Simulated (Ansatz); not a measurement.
MnCu$_{5}$ (P4/mmm) at 2 levels of theory

One geometry, relaxed with PBE; plane waves with PAW potentials in Ansatz, scalar-relativistic. Collinear spin; the first row ends at 3.6 μB a primitive cell. Gaps are the least over mesh and band path; pressure is positive in compression.

```xyz
6
Lattice="2.6391 0.0000 0.0000 0.0000 2.6391 0.0000 0.0000 0.0000 10.6192" Properties=species:S:1:pos:R:3 pbc="T T T"
Mn    1.3196    1.3196    5.3096
Cu    0.0000    0.0000    0.0000
Cu    1.3196    1.3196    1.7344
Cu    0.0000    0.0000    3.4844
Cu    0.0000    0.0000    7.1349
Cu    1.3196    1.3196    8.8849
```

```csv
level,cutoff (eV),k mesh,gap (eV),pressure (GPa),largest moment (μB)
PBE,420,14×14×4,0,0.0,3.35
```

Q: What comes out on the same cell with PBEsol?

A:
```
 level  cutoff (eV)   k mesh  gap (eV)  pressure (GPa)  largest moment (μB)
PBEsol          420  14×14×4         0            -7.8                 3.31
```

The cell was found from a structure generator's guess, not taken from experiment.
